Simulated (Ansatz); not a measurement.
The cell is a 10-atom cell of Bi2Te2O (P4/nmm) from a materials database; cell and atoms were relaxed with r2SCAN+rVV10. It is tetragonal, P4/nmm (No. 129); a = 4.198 Å, c = 15.926 Å in the conventional setting, 28.07 Å³ an atom. Bi is surrounded by 5 Te at 2.86–3.07 Å; Bi is surrounded by 4 O at 2.40 Å and 4 Te at 3.40 Å; Te is surrounded by 4 Bi at 3.07 Å; Te is surrounded by 5 Bi at 2.86–3.40 Å; O is surrounded by 4 Bi at 2.40 Å.

```
CELL_PARAMETERS angstrom
4.19811 0.00000 0.00000
0.00000 4.19811 0.00000
0.00000 0.00000 15.92568
ATOMIC_POSITIONS crystal
Bi 0.50000 0.00000 0.14359
Bi 0.00000 0.50000 0.85641
Bi 0.00000 0.50000 0.42696
Bi 0.50000 0.00000 0.57304
Te 0.00000 0.50000 0.09389
Te 0.50000 0.00000 0.90611
Te 0.50000 0.00000 0.32289
Te 0.00000 0.50000 0.67711
O 0.00000 0.00000 0.50000
O 0.50000 0.50000 0.50000
```

The questions ask for values computed with the plane-wave code Ansatz on this geometry. No magnetic order and no zero-point or thermal motion.

Q: Is there a gap with r2SCAN, and of what kind?

A: The r2SCAN gap is indirect, 0.62 eV (k = (-0.036, 0.430, -1/2) to Γ–Z (0.05 of the way from Γ)), below the direct gap of 1.01 eV at Z.

Q: Estimate the gap with PBE+SOC on 6×6×2.

A: PBE+SOC gives an indirect gap of 0.14 eV, from k = (-0.036, 0.430, -1/2) to Γ–Z (0.60 of the way from Γ); the least direct gap is 0.31 eV at Z. The gap differs by -0.48 eV from r2SCAN's.

Q: How does the gap change from r2SCAN to HSE06 (4×4×2)?

A: The HSE06 gap is indirect, 0.83 eV (k = (-0.036, 0.430, -1/2) to Γ–Z (0.05 of the way from Γ)), below the direct gap of 1.20 eV at R. The gap differs by +0.21 eV from r2SCAN's.

Q: What do these levels agree on?

A: All these functionals give a gap of the same kind, indirect.

Only the levels marked +SOC include spin-orbit coupling.

Where an edge lies off the special points, it is a point of the mesh or the k point where a search put PBE's edge or least direct gap, reused for the other functionals, whose own edges may lie a little apart.

Coordinates of k points refer to the reciprocal vectors of the primitive cell of the runs.

The meshes of the hybrids are coarse, so their gaps aren't converged to the digits shown.

Small gaps with spin-orbit coupling can be splittings of inverted bands, not the fundamental gap; semilocal functionals often invert bands that the real crystal keeps in order.

PBE's own run along the path (0.47 eV) came before the search for the edges and missed one, so it isn't listed.
